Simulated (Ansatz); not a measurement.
The start is a generated cell, Si2Ni built in the AFLOW prototype AB2_cF48_227_c_e (as in Ti2C). The structure is fully relaxed (lattice and positions, P = 0) with r2SCAN (plane waves to 500 eV, PAW, scalar-relativistic; Ansatz, a program for electronic structure). The first steps use a coarse 4×4×4 k-mesh.

Input geometry:
```
Si2Ni
1.0
    0.00000     4.14199     4.14199
    4.14199     0.00000     4.14199
    4.14199     4.14199     0.00000
Ni Si
4 8
Direct
  0.62500   0.62500   0.62500
  0.12500   0.62500   0.62500
  0.62500   0.12500   0.62500
  0.62500   0.62500   0.12500
  0.87000   0.87000   0.87000
  0.39000   0.87000   0.87000
  0.87000   0.39000   0.87000
  0.87000   0.87000   0.39000
  0.38000   0.38000   0.38000
  0.86000   0.38000   0.38000
  0.38000   0.86000   0.38000
  0.38000   0.38000   0.86000
```
Spin-polarised start, with parallel moments on Ni.

- Initial pressure: +73 GPa (positive: the cell is compressed)
- Largest initial force: about 6.4 eV/Å, on Si5, Si6, Si7, Si8, Si9, Si10, Si11, Si12 (atoms numbered as listed)
- Outcome: The space group stays Fd-3m (No. 227) (the run could not lower it); the end is AFLOW prototype AB2_cF48_227_c_e (as in Ti2C), with 12 atoms in the primitive cell
- Energy released: 1.08 to 1.10 eV/atom (the two k-meshes of the run give this range)
- Volume change: +13.5 %, from 11.84 to 13.44 Å³/atom
- Shortest distances (start → end): The closest pairs of elements (up to four, under 3.6 Å), start → end: Ni–Si 2.03 → 2.38 Å; Si–Si 2.81 → 2.47 Å; Ni–Ni 2.93 → 3.06 Å
- Band gap at the end: no gap (metallic)
- Moments at the end: zero (the starting moments vanished)
- Optimiser moves: 12

Final structure:

Space group Fd-3m, origin choice 1 (No. 227); a = b = c = 8.6416 Å, α = β = γ = 90.00°

```
atom  site  symmetry       x       y       z
----  ----  --------  ------  ------  ------
Ni     16c      .-3m  0.1250  0.1250  0.1250
Si     32e       .3m  0.3988  0.3988  0.3988
```
(The calculation used a cell of 12 atoms; values per cell refer to that cell.)

Final values are on a 8×8×8 k-mesh of the relaxed cell. No spin polarisation in the result: the starting moments vanished. A magnetic state may lie lower.

The run could not lose the symmetry of its start, so the end can be a saddle point.

The relaxed structure here is a generated cell of Si2Ni: the first start was made by placing the elements on the sites of a structure type, and the end was not matched to a known phase here, so it may be hypothetical. Known forms of Si2Ni include space group No. 225.
